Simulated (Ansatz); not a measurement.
## CaTi2N2: rattling a relaxed structure

It was reached by relaxing an invented guess, and it needn't be the stable form of this composition.

The calculation used Ansatz 0.2.0, DFT PBE, scalar-relativistic, plane waves, PAW. Cutoff 420 eV; k points 14×14×14 on the computed 5-atom cell (Γ-centred); Gaussian smearing, width 0.10 eV; no spin polarisation.

The cell below (5 atoms, space group I4/mmm (No. 139)) is relaxed within its symmetry.

```
Ca Ti N
1.0
    -1.51175    1.51175    7.21041
     1.51175   -1.51175    7.21041
     1.51175    1.51175   -7.21041
Ca Ti N
1 2 2
Direct
  0.00000 0.00000 0.00000
  0.31792 0.31792 0.00000
  0.68208 0.68208 0.00000
  0.82501 0.82501 0.00000
  0.17499 0.17499 0.00000
```

For the test a repeat of it with 10 atoms (edges 3.02, 6.05, 7.52 Å) was strained at random (σ = 1.5 % a component), the atoms were moved at random (σ = 0.15 Å), and all was relaxed again on a coarse 8×4×8 mesh (in the run’s order of axes) with 0.20 eV smearing, with no symmetry imposed.

Question: Is the structure stable against such a distortion?

Answer: It returns, within 1 meV/atom of the unmoved cell on that mesh and with the same symmetry when read at 0.1 Å. No instability shows in this cell; modes of other wave vectors, which need another repeat, aren't tested.
